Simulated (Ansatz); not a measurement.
TiPd (Pm-3m): total moment held at 0.2 μB

Theory: DFT, PBEsol, all-electron LAPW, scalar-relativistic in Ansatz 0.2.0.

Command: `ansatz run input.yaml --threads 1 --pin off --max-ram 3072MiB --backend cpu --events-out ev --progress --plain --runs-dir out`

```yaml
crystal:
  lattice:
    - [3.18, 0.0, 0.0]
    - [0.0, 3.18, 0.0]
    - [0.0, 0.0, 3.18]
  atoms:
    - { symbol: Ti, position: [0.5, 0.5, 0.5], spin: 0.1 }
    - { symbol: Pd, position: [0.0, 0.0, 0.0], spin: 0.1 }
magnetization:
  spin_polarized: true
  initial_magnetization: 0.2
  spin_locking: { lock_magnetization: hard }
kpoints:
  mp_grid: { grid: [10, 10, 10] }
scf:
  occupations: { method: fermi_dirac, width: 0.05 }
  lower_state_search: "off"
hamiltonian:
  xc: pbesol
  pseudopotentials: { kind: all_electron, lapw: { basis_error: 0.001 } }
output:
  forces: true
  stress: true
  eigenvalues: false
```

Output:

```
settings of this run that can trade accuracy for cost: output.eigenvalues: false. Do not mix this run's numbers with those of runs without the same settings; the input reference describes each key
LAPW: plane waves up to 8.149 Å⁻¹, error target 1.0e-3 eV per atom; small_component_spin mean_spin; Ti in spheres of 1.346 Å, 12 of its electrons in bands, Dirac shells []; Pd in spheres of 1.408 Å, 28 of its electrons in bands, Dirac shells [] (how accurate: hamiltonian.pseudopotentials.lapw.basis_error, Limitations)
Engine: ansatz 0.2.0
Pseudopotentials: kind: all_electron
Pseudopotential: Ti, LAPW, valence charge 12, lapw/all_electron/scalar/gaussian/Ti, Koelling and Harmon's equation, gaussian nucleus
Pseudopotential: Pd, LAPW, valence charge 28, lapw/all_electron/scalar/gaussian/Pd, Koelling and Harmon's equation, gaussian nucleus
Functional definition: PBEsol
  exchange = pbesol_x
  correlation = pbesol_c
Crystal: 2 atoms, lattice volume = 32.157 Å³
Basis set: ecut = 253.02661004042147 eV, 305 PW (Γ), exchange–correlation at level 2
Bands: 25, of which v1, the nominal top of the filled ones, is band 20 counted from 1 (19 counted from 0)
Symmetry: 48 space group operations
Space group: Pm-3m (ITA 221), of the structure as read, at distance tolerance 3.2e-5 Å
Magnetic group: BNS 221.92 (UNI 1594), of the structure as read, at distance tolerance 3.2e-5 Å
k-points: 56 of 1000
Non-local potential: Ti, projectors of the file, none
Non-local potential: Pd, projectors of the file, none
Initial density: superposition of atomic densities (chi_scale 0.1, normalization cell)
Starting moments: Σ|m| = 0.2 μB on 2 of 2 sites
Initial wavefunctions: plane waves of lowest kinetic energy (no species holds an atomic orbital)
Functional: x = pbesol(κ = 0.804, μ = 0.12345679012345678), c = pbesol(β = 0.046)
iter 1 solved again at ethr=4.96e-2 eV; its pass at ethr=1.00e-1 eV (dr2=1.98e1 eV) is discarded
SCF iter   1: F=—  HF=-160454.140092 eV  |F-HF|=—  |Δ(HF+E_count)|=         —  Δρ=9.31e-2 (↑9.31e-2 ↓9.15e-2)  dr2=1.98e1  dr2_m=2.92e-4  M=0.200 μB ∫|m|=0.200 μB  β_m=0.30  ethr=4.96e-2  ⟨swp⟩=2.0  Hψ=18063  notcnv=0
[...]
the basis was enlarged: its passes take 122.9 KiB over the memory plan, 2 of 2 planned eigensolver slots
[...]
SCF iter  11: F=—  HF=-160449.010989 eV  |F-HF|=—  |Δ(HF+E_count)|=   3.61e-6  Δρ=3.53e-5 (↑3.53e-5 ↓3.49e-5)  dr2=2.22e-6  dr2_m=9.93e-10  M=0.200 μB ∫|m|=0.200 μB  β_m=0.78  ethr=4.62e-8  ⟨swp⟩=2.0  Hψ=8273  notcnv=0
SCF iter  12: F=—  HF=-160449.010988 eV  |F-HF|=—  |Δ(HF+E_count)|=   5.16e-7  Δρ=7.32e-6 (↑7.32e-6 ↓7.06e-6)  dr2=1.04e-7  dr2_m=2.18e-11  M=0.200 μB ∫|m|=0.200 μB  β_m=0.83  ethr=5.55e-9  ⟨swp⟩=2.0  Hψ=8273  notcnv=0
[...]
Spin contamination: 0.0011 ħ² per cell (⟨S²⟩ above its minimum at these occupations)
Per-site moments (μB) at R_I (Å): [(0.15047496965771145, 1.3455782287396167), (0.02237026586785973, 1.4083825142576842)]
Free energy (F): -160449.010988 eV
Harris-Foulkes:  -160449.010988 eV  (|F-HF|=4.39e-9)
Internal energy: -160448.988510 eV  (E = F + TS)
E sigma→0 (E₀):  -160448.999749 eV
Entropy (-TS):   -0.022478 eV (-11.239 meV/atom)
Fermi energy:    17.766393 (↑ 17.788349, ↓ 17.744437) eV
--- Per-component energies (eV) ---
  E_band       = -3379.015261
  E_kinetic    = 166641.805677
  E_xc         = -4976.201122
  E_electrostatic = -322114.593065  (all electrons and nuclei)
  E_smearing   = -0.022478  (= −TS)
  E_closure    = 0.000000  (closes the sum)
  E_atoms      = -160436.402818  (free atoms, spherical and without spin; not in F)
  Σ components = -160449.010988   (vs F -160449.010988, Δ=0.00e0)
  Basis errors (estimates in eV, not in F): energy 2.1e-4 per atom: plane waves 1.7e-4 (8.6e-5 summed), levels above the bands 7.0e-22, relativity 1.4e-8, radial functions 4.3e-5, core shells 2.1e-7; eigenvalues (radial functions only) 2.0e-6; not estimated: angular momenta, meshes, grids; target (lapw.basis_error) 1.0e-3; muffin-tin radii Ti 1.346 Å, Pd 1.408 Å
--- Forces (eV/Å), atoms counted from 1 ---
  atom   1  Ti    -0.00000000    -0.00000000    -0.00000000
  atom   2  Pd    -0.00000000    -0.00000000    -0.00000000
  max |Σ_I F_I| component: 8.68e-30 eV/Å
--- Stress (GPa, compression-positive) ---
       -6.869321      -0.000000       0.000000
       -0.000000      -6.869321       0.000000
        0.000000       0.000000      -6.869321
  P = ⅓ Tr σ = -6.8693 GPa (-68.693 kbar)
settings of this run that can trade accuracy for cost: output.eigenvalues: false. Do not mix this run's numbers with those of runs without the same settings; the input reference describes each key
```

Site moments (μB): Ti1 0.15, Pd2 0.02. Cell moment 0.20 μB.

The magnetic group in the log treats spin as a scalar label, without spin–orbit coupling.

The Ansatz runs typed with the search for lower states off end where their start leads. These are results for the start and cell typed. The real compound can order otherwise, in a larger cell, or not at all, since semilocal functionals at zero temperature often overstate magnetism.

It took 32 s on 1 thread of Arm Neoverse V1, with other jobs on the host, peak memory 0.47 GiB.
